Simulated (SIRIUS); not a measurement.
A self-consistent single point of MgZn3S4 (P-43m, 8 atoms in the cell; from Materials Project mp-1120718, changed as shown).

```
MgZn3S4
1.0
    5.46156     0.00000     0.00000
    0.00000     5.46156     0.00000
    0.00000     0.00000     5.46156
Mg Zn S
1 3 4
Cartesian
  2.73078   2.73078   2.73078
  0.00000   0.00000   2.73078
  2.73078   0.00000   0.00000
  0.00000   2.73078   0.00000
  4.13074   4.13074   1.33082
  4.13074   1.33082   4.13074
  1.33082   1.33082   1.33082
  1.33082   4.13074   4.13074
```

All values come from this method and carry its errors: PBEsol, PseudoDojo 0.4 standard norm-conserving PBEsol (tails mended) pseudopotentials (plane waves; SIRIUS 7.12.0).

SIRIUS settings:

```
setting                                                                                                          value
--------------------------------------  ------------------------------------------------------------------------------
parameters.ngridk                                                                                                3 3 3
parameters.xc_functionals                                                         [XC_GGA_X_PBE_SOL, XC_GGA_C_PBE_SOL]
parameters.gk_cutoff                                                                                      9.165 1/bohr
parameters.pw_cutoff                                                                                     18.331 1/bohr
parameters.smearing                                                                                           gaussian
parameters.smearing_width                                                                                    0.0001 Ha
potentials                              PseudoDojo 0.4 standard norm-conserving PBEsol (tails mended) pseudopotentials
parameters.electronic_structure_method                                                                 pseudopotential
parameters.num_bands                                                                                                56
parameters.num_mag_dims                                                                                              0
parameters.num_dft_iter                                                                                            100
parameters.energy_tol                                                                                         1e-07 Ha
parameters.density_tol                                                                                           1e-06
mixer.type                                                                                                    anderson
mixer.beta                                                                                                         0.5
mixer.use_hartree                                                                                                false
```

Results:

* **Number of valence electrons**: 94
* **Number of bands**: 56
* **Number of k-points after the program's reduction**: 4
* **Number of plane waves (most at a k-point)**: 14294
* **Number of SCF iterations**: 19
* **FFT grid**: 64 × 64 × 64
* **Free energy E − TS**: -19875.2654 eV
* **Pressure**: -1.24 GPa
* **Largest force (vector length)**: 0.099 eV/Å

Forces (eV/Å):
| atom | Fx | Fy | Fz |
|---|---|---|---|
| Mg1 | 0.000 | 0.000 | 0.000 |
| Zn2 | 0.000 | 0.000 | 0.000 |
| Zn3 | 0.000 | 0.000 | 0.000 |
| Zn4 | 0.000 | 0.000 | 0.000 |
| S5 | 0.057 | 0.057 | -0.057 |
| S6 | 0.057 | -0.057 | 0.057 |
| S7 | -0.057 | -0.057 | -0.057 |
| S8 | -0.057 | 0.057 | 0.057 |

Stress (GPa, positive for compression):
```
-1.24   0.00   0.00
 0.00  -1.24   0.00
 0.00   0.00  -1.24
```

For comparison: a first run was changed to give this one (volume scaled by 0.99), and from it to this one the free energy drops by 2.0 meV/atom, the pressure goes from -1.91 to -1.24 GPa and the largest force hardly changes (0.100 to 0.099 eV/Å).

The structure comes from a collection of computed structures, made at another level of theory; the collection holds predicted forms beside known ones. Its lattice was then scaled.

Cost on one core: roughly 60 core-seconds.

“Tails mended”: in these copies of the files the far tail of each local potential was reset to the Coulomb form.
